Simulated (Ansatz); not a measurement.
The start is a relaxed HfN cell with every coordinate shifted by Gaussian noise of σ = 0.3 Å. A full variable-cell relaxation at zero pressure is run with PBEsol (plane waves to 420 eV, PAW, scalar-relativistic; Ansatz, a first-principles code). The first steps use a coarse 9×9×9 k-mesh.

The start:
```
HfN
1.0
    0.00000     2.25082     2.25082
    2.25082     0.00000     2.25082
    2.25082     2.25082     0.00000
N Hf
1 1
Direct
  0.94819   0.11658   0.94575
  0.73986   0.63301   0.34352
```

Task: How much energy is released per atom?

Result: About 2.3 eV/atom.

Task: Is the parent structure recovered?

Result: It returns to the parent structure, Fm-3m (No. 225).

Task: How do the shortest distances between atoms change?

Result: The closest pairs of elements (up to four, under 3.6 Å), start → end: Hf–N 1.63 → 2.25 Å; N–N 3.18 → 3.18 Å; Hf–Hf 3.18 → 3.18 Å.

Task: What band gap does the relaxed structure have at this level?

Result: Zero (metallic).

The end point of the relaxation:

Space group Fm-3m (No. 225); a = 4.502 Å, b = 4.502 Å, c = 4.502 Å, α = 90.00°, β = 90.00°, γ = 90.00°

```json
[
 {"atom": "N", "site": "4b", "symmetry": "m-3m", "x": "0.5000", "y": "0.5000", "z": "0.5000"},
 {"atom": "Hf", "site": "4a", "symmetry": "m-3m", "x": "0.0000", "y": "0.0000", "z": "0.0000"}
]
```
(The calculation used a cell of 2 atoms; values per cell refer to that cell.)

Final values are on a 18×18×18 k-mesh of the relaxed cell. The start holds a very short contact (N–Hf 1.63 Å). No spin polarisation in the result. The relaxed primitive cell holds an odd number of electrons. A magnetic state may lie lower.
